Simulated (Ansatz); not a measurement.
H4NF:
```cif
data_H8F2N2
_chemical_formula_sum 'H8 N2 F2'
_space_group_name_H-M_alt 'P63mc'
_space_group_IT_number 186
_space_group_name_Hall 'P 6c -2c'
_cell_length_a 4.42011
_cell_length_b 4.42011
_cell_length_c 7.13424
_cell_angle_alpha 90.000
_cell_angle_beta 90.000
_cell_angle_gamma 120.000
loop_
_atom_site_label
_atom_site_type_symbol
_atom_site_symmetry_multiplicity
_atom_site_Wyckoff_symbol
_atom_site_fract_x
_atom_site_fract_y
_atom_site_fract_z
_atom_site_occupancy
H1 H 6 c 0.07697 0.53848 0.42309 1
H2 H 2 b 0.33333 0.66667 0.22902 1
N1 N 2 b 0.33333 0.66667 0.37483 1
F1 F 2 b 0.66667 0.33333 0.49706 1
```

Relaxed with r²SCAN+D4. r²SCAN+D4 in the plane-wave PAW code Ansatz gives a gap of 6.58 eV.

### Question
What gap does HSE06 give on the same cell (Ansatz, PAW)?

### Answer
7.84 eV, 1.26 eV more. The hybrid was solved on a coarser mesh and at special points; its gap is the smallest among all of these.

```tsv
k	v1 r²SCAN+D4	c1 r²SCAN+D4	v1 HSE06	c1 HSE06
Γ	-0.26	6.58	-0.28	7.84
A	-0.36	7.59	___	___
K	0.00	9.08	___	___
H	-0.11	9.57	___	___
M	-0.03	9.03	-0.03	10.26
L	-0.15	9.40	___	___
```

### Question
Top valence (v1) and lowest conduction level (c1) in eV from each method's valence maximum (which need not be a listed point): supply the withheld HSE06 values.

### Answer

- A, v1 HSE06: -0.38
- A, c1 HSE06: 8.85
- L, v1 HSE06: -0.16
- L, c1 HSE06: 10.63
- K, v1 HSE06: 0.00
- K, c1 HSE06: 10.29
- H, v1 HSE06: -0.11
- H, c1 HSE06: 10.78

Cost on shared cores: the r²SCAN+D4 run (SCF on a 7×7×4 mesh, then bands and DOS) very roughly 110 core-seconds, the HSE06 run (SCF on 4×4×3, then a few points) very roughly 4 core-minutes; the tasks are unlike.

Space group P6_3mc. The workflow started from a Materials Project entry (that database holds measured and hypothetical structures alike); the Crystallography Open Database files this formula in space group No. 186, but the cells were not matched. Whether it is the stable phase at ambient conditions was not checked. The cell was relaxed with r²SCAN+D4 under the symmetry of its start; phonons on a q-mesh show no instability.

Potentials: the later of the program's two PAW sets.
